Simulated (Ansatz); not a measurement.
The relaxed structure here is a generated cell of KSrBr3: the first start was made by placing the elements on the sites of a structure type, and the end was not matched to a known phase here, so it may be hypothetical.

The end point of a relaxation of KSrBr3. Space group Pnma (No. 62), AFLOW prototype AB3C_oP20_62_c_cd_a (as in CaTiO3). All values below come from r2SCAN (plane waves to 500 eV, PAW, scalar-relativistic; Ansatz, an electronic-structure program).

```cif
data_Br12K4Sr4
_chemical_formula_sum 'K4 Sr4 Br12'
_space_group_name_H-M_alt 'P 1'
_space_group_IT_number 1
_cell_length_a 8.35701
_cell_length_b 11.33258
_cell_length_c 7.76836
_cell_angle_alpha 90.000
_cell_angle_beta 90.000
_cell_angle_gamma 90.000
loop_
_space_group_symop_operation_xyz
  'x, y, z'
loop_
_atom_site_label
_atom_site_type_symbol
_atom_site_fract_x
_atom_site_fract_y
_atom_site_fract_z
_atom_site_occupancy
K1 K 0.41539 0.25000 0.96790 1
K2 K 0.91539 0.25000 0.53210 1
K3 K 0.58461 0.75000 0.03210 1
K4 K 0.08461 0.75000 0.46790 1
Sr1 Sr 0.00000 0.00000 0.00000 1
Sr2 Sr 0.50000 0.50000 0.50000 1
Sr3 Sr 0.00000 0.50000 0.00000 1
Sr4 Sr 0.50000 0.00000 0.50000 1
Br1 Br 0.05005 0.25000 0.13299 1
Br2 Br 0.55005 0.25000 0.36701 1
Br3 Br 0.94995 0.75000 0.86701 1
Br4 Br 0.44995 0.75000 0.63299 1
Br5 Br 0.30702 0.56797 0.18492 1
Br6 Br 0.80702 0.93203 0.31508 1
Br7 Br 0.69298 0.06797 0.81508 1
Br8 Br 0.19298 0.43203 0.68492 1
Br9 Br 0.69298 0.43203 0.81508 1
Br10 Br 0.19298 0.06797 0.68492 1
Br11 Br 0.30702 0.93203 0.18492 1
Br12 Br 0.80702 0.56797 0.31508 1
```

Estimate the band gap that r2SCAN returns for this input.

5.21 eV, direct at Γ (no spin-orbit coupling).

No spin polarisation in the result.

The run could not lose the symmetry of its start, so the end can be a saddle point.
